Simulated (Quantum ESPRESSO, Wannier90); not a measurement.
**AlAsO$_{4}$ (I-4): Wannier90 run**

```
begin unit_cell_cart
ang
    5.0780900000    0.0000000000    0.0000000000
    0.0000000000    5.0780900000    0.0000000000
   -2.5390450000   -2.5390450000    3.7640800000
end unit_cell_cart
begin atoms_frac
Al   0.0000000000  0.0000000000  0.0000000000
As   0.2500000000 -0.2500000000  0.5000000000
O    0.2562200000 -0.1328400000  0.2508000000
O   -0.3836400000 -0.2562200000 -0.2508000000
O   -0.0054200000  0.3836400000  0.2508000000
O    0.1328400000  0.0054200000 -0.2508000000
end atoms_frac
```

Materials Project entry mp-7849; symmetrised, unrelaxed at this level. Not found in the COD (Crystallography Open Database) copy used, which has the formula in other groups; not checked further. Computed values, not measurements, from PBEsol: Quantum ESPRESSO (norm-conserving PseudoDojo potentials, cutoff 68 Ry, spinors with spin-orbit coupling) on a Γ-centred 4×4×4 mesh, then Wannier90. Density: 8×8×8 mesh, cold smearing 0.01 Ry.

Bands 11-42 form an isolated set from -19.00 to 0.00 eV relative to the valence-band maximum (on the path) and are turned into 32 Wannier functions by minimising the spread from the start: atomic waves O 2p, O 2s.

**Question.** Where do the functions sit, how wide are they and what are they made of?

**Answer.** 
```tsv
functions	spread (Å²)	nearest atom, distance (Å)	second atom, distance (Å)	weight on atomic waves
8	0.65	O 0.28	As 1.75	O 2p 67 %, O 2s 25 %
8	0.68	O 0.55	As 1.14	O 2p 56 %, As 4p 16 %, O 2s 13 %
8	0.67	O 0.29	As 1.73	O 2p 68 %, O 2s 23 %
8	0.61	O 0.38	Al 1.41	O 2p 64 %, O 2s 20 %, Al 3p 7 %
```

Ω_I = 17.41 Å², Ω_total = 20.85 Å²; the interpolated bands follow pw.x to 0.4 meV rms on the path. It is the lowest total spread that any start reached here.
